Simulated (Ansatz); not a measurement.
Si (diamond)

```xyz
2
Lattice="0.0000 2.7349 2.7349 2.7349 0.0000 2.7349 2.7349 2.7349 0.0000" Properties=species:S:1:pos:R:3 pbc="T T T"
Si     2.7349     2.7349     2.7349
Si     4.1024     4.1024     4.1024
```

The slice is a {110} plane (indices of the conventional cell) through the point (0.500, 0.500, 0.500) (fractional), spanned by u = [100] and v = [1 -1 -1] in vectors of this cell: u (3.87 Å) and v (5.47 Å, at 90° to u). It covers one period; positions are fractions (u, v).

All values below come from PBE (plane waves to 420 eV, PAW, scalar-relativistic; Ansatz, a quantum-chemistry and plane-wave program). k mesh 10×10×10. These are valence fields of a PAW run, semicore shells included where kept as valence: close to a nucleus they are smooth pseudo fields. Si was relaxed with its symmetry unable to fall. The PAW data are Ansatz's earlier set.

### Question
What is the ELF at the midpoint of the shortest Si–Si line in this plane (2.37 Å)?

### Answer
1.0.

### Question
What is the valence density on the shortest Si–Si line in this plane (2.37 Å), at its midpoint?

### Answer
0.56 e/Å³.

### Question
Sketch the electrostatic potential energy of an electron, from the cell's mean on this plane as a map.

### Answer
```
|xxxxxxxxxxxx::====------====::xxxxxxxxxx|
|xxxxxxxxxx  ....  xxxxxx  ....  xxxxxxxx|
|xxxxxxxxxx    xxxxxxxxxxxxxx    xxxxxxxx|
|xxxxxxxx    xxxxxxxxxxxxxxxxxx    xxxxxx|
|xxxx  ....  xxxxxxxxxxxxxxxxxx  ....  xx|
|----====::xxxxxxxxxxxxxxxxxxxxxx::====--|
|******++::xxxxxxxxxxxxxxxxxxxxxx::++****|
|%%%%##**--xxxxxxxxxxxxxxxxxxxxxx--**##%%|
|@@%%%%**==  xxxxxxxxxxxxxxxxxx  ==**%%%%|
|@@@@%%##++..xxxxxxxxxxxxxxxxxx..++##%%@@|
|@@@@@@%%**==  xxxxxxxxxxxxxx  ==**%%@@@@|
|@@@@@@%%%%**==::  xxxxxx  ::==**%%%%@@@@|
|@@@@@@@@%%%%##++==------==++##%%%%@@@@@@|
|@@@@@@@@@@%%%%####******####%%%%@@@@@@@@|
|@@@@@@@@@@@@@@%%%%%%%%%%%%%%@@@@@@@@@@@@|
|@@@@@@@@@@@@@@@@@@@@@@@@@@@@@@@@@@@@@@@@|
|@@@@@@@@@@@@@@@@@@@@@@@@@@@@@@@@@@@@@@@@|
|@@@@@@@@@@@@@@@@@@@@@@@@@@@@@@@@@@@@@@@@|
|@@@@@@@@@@@@@@@@@@@@@@@@@@@@@@@@@@@@@@@@|
|%%%%%%%%@@@@@@@@@@@@@@@@@@@@@@@@@@%%%%%%|
|****####%%%%@@@@@@@@@@@@@@@@@@%%%%####**|
|----==++##%%%%@@@@@@@@@@@@@@%%%%##++==--|
|xxxx  ::==**%%%%@@@@@@@@@@%%%%**==::  xx|
|xxxxxxxx  ==**%%@@@@@@@@@@%%**==  xxxxxx|
|xxxxxxxxxx..++##%%@@@@@@%%##++..xxxxxxxx|
|xxxxxxxxxx  ==**%%%%@@%%%%**==  xxxxxxxx|
|xxxxxxxxxxxx--**##%%%%%%##**--xxxxxxxxxx|
|xxxxxxxxxxxx::++**********++::xxxxxxxxxx|
```
Scale: ten equal steps from -1.00 (start of ' ') to 7.45 (end of '@'), in the order ' .:-=+*#%@'. Values: electrostatic potential energy of an electron, from the cell's mean, in eV. The map has 20 points along u (two characters each, u = 0 at the left) and 28 along v (v = 0 in the bottom row). Points within 1 Å of a nucleus are blanked (x), as the pseudised field means little there. Values under -1 eV are set to -1. The zero, the cell's mean, hangs on the PAW cores.
